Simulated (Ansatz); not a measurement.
**W: from a starting cell to a relaxed one**

The start is a relaxed W cell, doubled along one cell vector, shaken by Gaussian noise of σ = 0.08 Å a coordinate. Cell shape, volume and atoms are optimised at zero target pressure with PBE (plane waves to 420 eV, PAW, scalar-relativistic; Ansatz, a first-principles code). The first steps use a coarse 13×13×7 k-mesh.

The start:
```
CELL_PARAMETERS angstrom
      0.00000     2.21478     4.98648
      1.53906     0.00000     4.98648
      3.07812     4.42956     0.00000
ATOMIC_POSITIONS crystal
  W  0.12143 0.14665 0.42412
  W  0.10741 0.18165 0.93772
  W  0.86530 0.87828 0.09185
  W  0.89100 0.84115 0.55855
```

Problem. By how much does the energy per atom fall from start to end?

Solution. 0.78 eV/atom.

Problem. Is the parent structure recovered?

Solution. It does not go back: it reaches Im-3m (No. 229), bcc (W type), 0.74 eV/atom below the parent.

Problem. How do the shortest distances between atoms change?

Solution. The closest pairs of elements (up to four, under 3.6 Å), start → end: W–W 2.53 → 2.76 Å.

Problem. Is the relaxed structure metallic? Give its gap.

Solution. Zero (metallic).

Problem. Give the final cell and atomic positions.

Solution. 
Space group Im-3m (No. 229); a = b = c = 3.1836 Å, α = β = γ = 90.00°

| atom | site | symmetry | x | y | z |
|---|---|---|---|---|---|
| W | 2a | m-3m | 0.0000 | 0.0000 | 0.0000 |
(The calculation used a cell of 1 atom; values per cell refer to that cell.)

Final values are on a 20×20×20 k-mesh of the relaxed cell. No spin polarisation in the result.

Of the parent cell (Fmmm (No. 69)): it is a generated cell of W: the first start was made by placing the elements on the sites of a structure type, and the end was not matched to a known phase here, so it may be hypothetical. Known forms of W include space group No. 229.
